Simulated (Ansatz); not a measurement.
**Structure relaxation, Mo**

The start is a relaxed Mo cell, doubled along one cell vector, shaken by Gaussian noise of σ = 0.08 Å a coordinate. The structure is fully relaxed (lattice and positions, P = 0) with PBEsol (plane waves to 420 eV, PAW, scalar-relativistic; Ansatz, a first-principles code). First-step values are on the input's coarse k-mesh.

Ansatz input (later rounds restart from its end on a renewed k-mesh):
Ansatz 0.2 input:
```yaml
crystal:
  lattice:
    - [8.4270136004, 0, 0]
    - [-2.1067534001, 3.649003928, 0]
    - [0, 0, 4.8678426464]
  atoms:
    - { symbol: Mo, position: [0.0037214649, -0.016832102, 0.2332128984] }
    - { symbol: Mo, position: [0.4939448186, -0.030388212, 0.2452893497] }
    - { symbol: Mo, position: [0.0015875418, -0.020698992, 0.7551943486] }
    - { symbol: Mo, position: [0.517722378, -0.0025831351, 0.7282808248] }
    - { symbol: Mo, position: [0.1790866071, 0.6879761894, 0.2340967052] }
    - { symbol: Mo, position: [0.6586518352, 0.6516961854, 0.2376720363] }
    - { symbol: Mo, position: [0.3227943538, 0.2900018596, 0.7529062998] }
    - { symbol: Mo, position: [0.8302621573, 0.3014699659, 0.7483401171] }
basis: { ecutwfc: 420, ecutrho_ratio: 4, xc_grid: 2, fft_grid_basis: typed }
kpoints: { mp_grid: { grid: [5, 9, 7] } }
hamiltonian:
  xc: pbesol
  dispersion: none
  pseudopotentials: { azcp: { folder: ./paw }, kind: paw }
scf: { occupations: { method: fermi_dirac, width: 0.05 } }
relax: { f_tol: 0.01, max_steps: 100, cell: { stress_tol: 0.02 } }
output: { forces: true, stress: true }
```

Task: By how much does the energy per atom fall from start to end?

Result: About 1.4 eV/atom.

Task: How does the volume change?

Result: -18.1 %, from 18.71 to 15.33 Å³/atom.

Task: How do the shortest distances between atoms change?

Result: The closest pairs of elements (up to four, under 3.6 Å), start → end: Mo–Mo 2.28 → 2.71 Å.

Task: What band gap does the relaxed structure have at this level?

Result: No gap (metallic).

Task: Give the final cell and atomic positions.

Result: 
```cif
data_Mo2
_chemical_formula_sum 'Mo2'
_space_group_name_H-M_alt 'Im-3m'
_space_group_IT_number 229
_space_group_name_Hall '-I 4 2 3'
_cell_length_a 3.12967
_cell_length_b 3.12967
_cell_length_c 3.12967
_cell_angle_alpha 90.000
_cell_angle_beta 90.000
_cell_angle_gamma 90.000
loop_
_atom_site_label
_atom_site_type_symbol
_atom_site_symmetry_multiplicity
_atom_site_Wyckoff_symbol
_atom_site_fract_x
_atom_site_fract_y
_atom_site_fract_z
_atom_site_occupancy
Mo1 Mo 2 a 0.00000 0.00000 0.00000 1
```
(The calculation used a cell of 1 atom; values per cell refer to that cell.)

Final values are on a 21×21×21 k-mesh of the relaxed cell. The start holds a very short contact (Mo–Mo 2.28 Å). No spin polarisation in the result.

Of the parent cell (P6₃/mmc (No. 194)): it is a generated cell of Mo: the first start was made by placing the elements on the sites of a structure type, and the end was not matched to a known phase here, so it may be hypothetical. Known forms of Mo include space group No. 229.
